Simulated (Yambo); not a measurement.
RPA spectrum of Rb2NaAlF6 (space group Fm-3m, No. 225) on LDA bands in Yambo (4×4×4 mesh, 122 bands, 3 Ry local-field block, 0.2 eV broadening; field along x). CGrdSpXd merges neighbouring transition energies to save time; the report line [X-CG] gives the poles kept by one of the 4 MPI tasks, and where the merging fails may depend on that split.

| CGrdSpXd asked (%) | share reached (%) | poles used (one task) | static ε | largest change of Im ε (% of its maximum) | rough time |
|---|---|---|---|---|---|
| 100 | 100 | 3711 | 2.03 | 0.0 | 1 |
| 70 | 69 | 2595 | 2.03 | 0.1 | within a factor of two |
| 30 | 29 | 1090 | 2.03 | 0.8 | within a factor of two |
| 15 | 1 | 58 | 2.05 | 30 | about 1/4 |
| 5 | 1 | 58 | 2.05 | 30 | about 1/4 |

All runs end normally. In the runs at 15 %, 5 % few poles are left or the spectrum changes by over a quarter of its peak, and no warning says so. Times are rough ratios from shared machines. The k mesh wasn't tested; the rows compare only with each other.

Geometry of the Materials Project entry, not relaxed at this level; primitive cell a = 5.975 Å, b = 5.975 Å, c = 5.975 Å, α = 60.00°, β = 60.00°, γ = 60.00°.

The structure is a Materials Project entry; no match was found in the copy of COD used, and its stability was not checked.
